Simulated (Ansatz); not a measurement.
Relaxed-ion elastic tensor of TaAl (rock salt, space group No. 225) in GPa (Voigt order), the program Ansatz at the r²SCAN level (PAW); density 9.52 g/cm³, 18.14 Å³ per atom.

```
 336  25.0  25.0   0.0   0.0   0.0
25.0   336  25.0   0.0   0.0   0.0
25.0  25.0   336   0.0   0.0   0.0
 0.0   0.0   0.0  -4.1   0.0   0.0
 0.0   0.0   0.0   0.0  -4.1   0.0
 0.0   0.0   0.0   0.0   0.0  -4.1
```

Question: Is the crystal mechanically stable?

Answer: No: the smallest eigenvalue of C is -4.1 GPa.

Space group Fm-3m (rock salt). The start of the workflow was typed in or built on a structure type; neither database checked (COD, Materials Project) lists it. Its standing as an ambient phase is unchecked. The cell was relaxed with r²SCAN under the symmetry of its start. At this level the phase is mechanically unstable. No spin polarisation was allowed. Its formation energy is positive at this level, so the cell may be metastable or incomplete. As this level gives no gap, shear constants depend on the k-mesh and smearing (Fermi–Dirac, 0.1 eV here). Scalar-relativistic: spin–orbit coupling is off unless named, which matters more the heavier the elements.

Potentials: the later of the program's two PAW sets.
